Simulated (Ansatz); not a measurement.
A frame of Sr₁₉Ca₅ from dynamics at 1110 K, with the forces (eV/Å) computed on a k mesh in the last three columns. Method: Ansatz, DFT PBE, scalar-relativistic, plane waves, PAW.

Cutoff 420 eV; k points 2×2×2 on the computed 24-atom cell (Γ-centred); Fermi–Dirac smearing, width 0.10 eV; no spin polarisation.

```xyz
24
Lattice="10.498 -0.167 0.074 -0.167 10.390 0.221 0.074 0.221 11.199" Properties=species:S:1:pos:R:3:forces:R:3 pbc="T T T"
Sr    2.881    7.447    8.582    1.070    0.160    0.010
Sr    8.652    3.573    8.274    0.270   -0.040   -0.070
Sr    1.566    0.403    8.091    0.080   -0.840    0.080
Sr    6.183    2.726    5.624   -0.400   -0.240   -0.100
Sr    2.836    6.158    4.084    0.020   -0.080    0.900
Sr    8.373    9.924    6.219    0.800    0.680    0.110
Sr    4.374    2.089    2.292    0.770    0.440   -0.840
Sr    4.820    4.379    9.047    0.350   -0.220    0.230
Sr    1.725    1.449    4.033   -1.000   -0.290    1.140
Sr    2.531    9.282    1.219   -0.090    0.010   -0.250
Sr    5.629    0.544    9.100   -0.340    0.050    0.080
Sr    9.268    8.598    2.519    1.150    0.370    1.160
Sr    2.556    5.412    0.824    0.710   -0.520   -0.240
Sr    0.080    7.121    6.670   -0.690    0.030   -0.280
Sr    5.141    9.392    5.150   -1.070   -0.060   -0.070
Sr    7.550    3.222    0.794   -0.620    0.470    0.320
Sr    0.337    2.377    0.610    0.940   -0.130   -0.310
Sr   10.272    6.795   10.764   -0.790   -0.250   -0.290
Sr    6.361    7.787    1.488   -1.350   -0.340   -0.930
Ca    9.670    4.648    4.061    0.270   -0.510   -0.430
Ca    6.531    6.019    4.602    0.200    0.290    0.460
Ca    8.899   10.265   10.364   -0.140   -0.010   -0.300
Ca    7.033    7.481    8.629   -0.120   -0.340    0.020
Ca    1.740    3.479    7.592   -0.030    1.360   -0.390
```

Static pressure 1.5 GPa (no kinetic part), no gap on the mesh.

Counting as bonded all pairs within 1.3 times the summed covalent radii:

```csv
atom → neighbour,mean count,mean length (Å),spread (Å)
Ca → Ca,1.20,3.85,0.35
Ca → Sr,8.60,4.04,0.38
Sr → Ca,2.26,4.04,0.38
Sr → Sr,8.95,4.21,0.44
```

Angles between all pairs of such bonds at an atom (mean ± spread): 97 ± 33° at Ca, 96 ± 34° at Sr.

Cost: 1 run of about 2.5 core-minutes, on Arm Neoverse V1 (shared hosts).